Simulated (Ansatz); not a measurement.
## Pd: strain and displacement

```yaml
crystal:
  lattice:
    - [0.00000, 1.94490, 1.94490]
    - [1.94490, 0.00000, 1.94490]
    - [1.94490, 1.94490, 0.00000]
  atoms:
    - { symbol: Pd, position: [0.00000, 0.00000, 0.00000] }
```

Conventional cell: a = 3.890 Å, b = 3.890 Å, c = 3.890 Å, α = 90.00°, β = 90.00°, γ = 90.00°. Pd (atom 1) is surrounded by 12 Pd at 2.75 Å.

The geometry is COD entry 9008478, unchecked; take it as a test cell.

Spin polarisation is left out, and whether a magnetic state lies lower isn't shown here.

Computed with DFT, LDA, all-electron PAW with datasets made for the crystal, scalar-relativistic in Ansatz 0.2.0.

Numerical set-up: a Γ-centred 18×18×18 k mesh, Fermi–Dirac smearing of 0.05 eV, cutoff 280 eV (chosen by the program for this cell), no spin polarisation.

The unchanged cell is at -8.05 GPa.

In a metal, stresses and small energies carry noise from the k mesh.

x, y and z are the Cartesian axes of the cell as listed; fractional coordinates follow a strain, and an engineering shear is twice the off-diagonal strain component.

(1) With this change (equal xy, yz and zx engineering shear strains of -3 %), what becomes of the energy and stress?

(2) With this change (equal xy, yz and zx engineering shear strains of -1 %), what becomes of the energy and stress?

With equal xy, yz and zx engineering shear strains of +2 %: energy change +3 meV/atom; stress change (xx, yy, zz, yz, xz, xy) 0.24, 0.24, 0.24, -1.37, -1.37, -1.37 GPa, compression positive.

With equal xy, yz and zx engineering shear strains of -2 %: energy change +4 meV/atom; stress change (xx, yy, zz, yz, xz, xy) 0.24, 0.24, 0.24, 1.36, 1.36, 1.36 GPa, compression positive.

(3) With this change (equal xy, yz and zx engineering shear strains of +1 %), what becomes of the energy and stress?

(4) With this change (equal xy, yz and zx engineering shear strains of +3 %), what becomes of the energy and stress?

## Answers

(1) Energy change +8 meV/atom; stress change (xx, yy, zz, yz, xz, xy) 0.53, 0.53, 0.53, 2.06, 2.06, 2.06 GPa, compression positive.

(2) Energy change under 1 meV/atom; stress change (xx, yy, zz, yz, xz, xy) 0.06, 0.06, 0.06, 0.67, 0.67, 0.67 GPa, compression positive.

(3) Energy change under 1 meV/atom; stress change (xx, yy, zz, yz, xz, xy) 0.06, 0.06, 0.06, -0.67, -0.67, -0.67 GPa, compression positive.

(4) Energy change +8 meV/atom; stress change (xx, yy, zz, yz, xz, xy) 0.53, 0.53, 0.53, -2.10, -2.10, -2.10 GPa, compression positive.
